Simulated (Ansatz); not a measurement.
The elements of this relaxed trial crystal are hidden behind letters.

```
lattice vectors (Å)
   3.3044    0.0000    0.0000
  -1.6522    2.8617    0.0000
   0.0000    0.0000    9.7299
fractional positions
X 0.3333 0.6667 0.8170
X 0.3333 0.6667 0.3978
X 0.6667 0.3333 0.1830
X 0.6667 0.3333 0.6022
Z 0.0000 0.0000 0.0000
```

Theory: DFT PBE, scalar-relativistic, plane waves, PAW in Ansatz. Settings of the last relaxation (5-atom cell): 420 eV, 12×12×4 k points, Gaussian smearing of 0.10 eV, no spin polarisation.

- Space group: P-3m1 (No. 164)
- Conventional cell: a = 3.304 Å, c = 9.730 Å
- Volume per atom: 18.40 Å³
- Density: 7.16 g/cm³
- Energy over the elements: +0.08 eV/atom
- Gap on the 12×12×4 mesh of the 5-atom cell: 0 eV (a metal)

Energies are uncorrected and count from the elements' standard states at the same level.

Question: X is a p-block element of period 4 and Z is a d-block element of period 5. Which elements are they?

Answer: X = Ge, Z = Pd, so the formula is Ge4Pd. Density times volume gives a mean mass of 7.16 × 18.40/1.6605 = 79.3 u per atom, and this set has 79.4 u. Ge on its first site has 3 Pd at 2.61 Å, 3 Ge at 2.83 Å and 6 Ge at 3.30 Å; Ge on its second site has 6 Ge at 2.76–2.83 Å and 6 Ge at 3.30 Å; around Pd lie 6 Ge at 2.61 Å and 6 Pd at 3.30 Å. Other sets within the hints have nearly the same mass, so mass alone doesn't settle it; this one was computed.

Symmetry constrained the relaxation, so the result can be a saddle point. Another cell of Ge4Pd relaxed alike, in P4/mmm, lies 64 meV/atom lower, so this cell isn't the stable form at this level.
